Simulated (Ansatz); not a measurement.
A relaxed structure of Bi. Level of theory: r2SCAN (plane waves to 500 eV, PAW, scalar-relativistic; Ansatz, an electronic-structure program).

```cif
data_Bi2
_chemical_formula_sum 'Bi2'
_space_group_name_H-M_alt 'P 1'
_space_group_IT_number 1
_cell_length_a 4.88873
_cell_length_b 4.88873
_cell_length_c 4.88873
_cell_angle_alpha 55.250
_cell_angle_beta 55.250
_cell_angle_gamma 55.250
loop_
_space_group_symop_operation_xyz
  'x, y, z'
loop_
_atom_site_label
_atom_site_type_symbol
_atom_site_fract_x
_atom_site_fract_y
_atom_site_fract_z
_atom_site_occupancy
Bi1 Bi 0.23158 0.23158 0.23158 1
Bi2 Bi 0.76842 0.76842 0.76842 1
```

Q: Find the space group and the Wyckoff positions (tolerance 0.01 Å).

A: Space group R-3m, hexagonal axes (No. 166); a = b = 4.534 Å, c = 12.387 Å, α = β = 90.00°, γ = 120.00°

```tsv
atom	site	symmetry	x	y	z
Bi	6c	3m	0.0000	0.0000	0.2316
```

This is the AFLOW prototype A_hR2_166_c (A7, as in As).

Q: Give the shortest distances between elements (the closest pairs, up to four, under 3.6 Å).

A: Bi–Bi 3.07 Å.

```yaml
volume_per_atom: 36.75 Å³
band_gap: no gap (metallic)
```

No spin polarisation in the result.

It was reached from a disturbed copy of a Pm-3n (No. 223) cell, against which it lies -0.37 eV/atom.
